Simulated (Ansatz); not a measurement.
Values for one crystal, relaxed and computed with r²SCAN in the plane-wave PAW code Ansatz; other levels are named.

| Quantity | Value |
|---|---|
| Volume per atom | 123.84 Å³ |
| Electronic character | metallic (no gap) |
| Pressure derivative B′ | 3.2 |
| Bulk modulus (Birch–Murnaghan fit) | 1.8 GPa |
| Gap with spin–orbit coupling | none (metallic) |
| Density of states at the Fermi level | 1.2 states/eV per atom (mean over ±0.08 eV) |
| Mechanical stability | marginal (the smallest eigenvalue of C is near zero) |

Task: Which compound is it?
(A) Cs, fcc (Cu type)
(B) Au, fcc (Cu type)
(C) Cu, fcc (Cu type)
(D) Ir, fcc (Cu type)

Result: A, Cs, fcc (Cu type)

Space group Fm-3m (fcc (Cu type)). The first step of the workflow began from a Materials Project structure, measured or hypothetical; the Crystallography Open Database files this formula in space group No. 225, but the cells were not matched. It is not the phase usual at ambient conditions (space group No. 229). The r²SCAN relaxation kept the symmetry of its start; its stability against distortions is not shown here. Scalar-relativistic: spin–orbit coupling is off unless named, which matters more the heavier the elements.

Potentials: the earlier of the program's two PAW sets.
